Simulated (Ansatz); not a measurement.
The relaxed structure here is a generated cell of SiO2: the first start was made by placing the elements on the sites of a structure type, and the end was not matched to a known phase here, so it may be hypothetical. Known forms of SiO2 include space group No. 92, 136, 152, 154.

One stationary structure of SiO2. The numbers are results of r2SCAN (plane waves to 500 eV, PAW, scalar-relativistic; Ansatz, a first-principles code), not measurements.

```
CELL_PARAMETERS angstrom
      4.67394     0.00000     0.00000
      0.00000     8.27609     0.00000
      0.00000     0.00000     4.98511
ATOMIC_POSITIONS crystal
  Si 0.12703 0.12787 0.88857
  Si 0.62703 0.37213 0.11143
  Si 0.37297 0.87213 0.38857
  Si 0.87297 0.62787 0.61143
  Si 0.87297 0.87213 0.11143
  Si 0.37297 0.62787 0.88857
  Si 0.62703 0.12787 0.61143
  Si 0.12703 0.37213 0.38857
  O  0.81898 0.01033 0.84979
  O  0.31898 0.48967 0.15021
  O  0.68102 0.98967 0.34979
  O  0.18102 0.51033 0.65021
  O  0.18102 0.98967 0.15021
  O  0.68102 0.51033 0.84979
  O  0.31898 0.01033 0.65021
  O  0.81898 0.48967 0.34979
  O  0.45648 0.23236 0.88801
  O  0.95648 0.26764 0.11199
  O  0.04352 0.76764 0.38801
  O  0.54352 0.73236 0.61199
  O  0.54352 0.76764 0.11199
  O  0.04352 0.73236 0.88801
  O  0.95648 0.23236 0.61199
  O  0.45648 0.26764 0.38801
```

**Question.** Determine the symmetry and give the standard cell with its independent sites.

**Answer.** Space group Pbca (No. 61); a = 4.674 Å, b = 8.276 Å, c = 4.985 Å, α = 90.00°, β = 90.00°, γ = 90.00°

```
atom  site  symmetry       x       y       z
----  ----  --------  ------  ------  ------
Si      8c         1  0.1270  0.3721  0.3886
O       8c         1  0.3190  0.4897  0.1502
O       8c         1  0.4565  0.2676  0.3880
```

**Question.** Give the shortest distances between elements (the closest pairs, up to four, under 3.6 Å).

**Answer.** O–Si 1.75 Å; O–O 2.27 Å; Si–Si 2.67 Å.

The volume per atom is 8.03 Å³. The band gap comes out as 6.87 eV, direct at Γ (no spin-orbit coupling).

No spin polarisation in the result.

The run could not lose the symmetry of its start, so the end can be a saddle point.
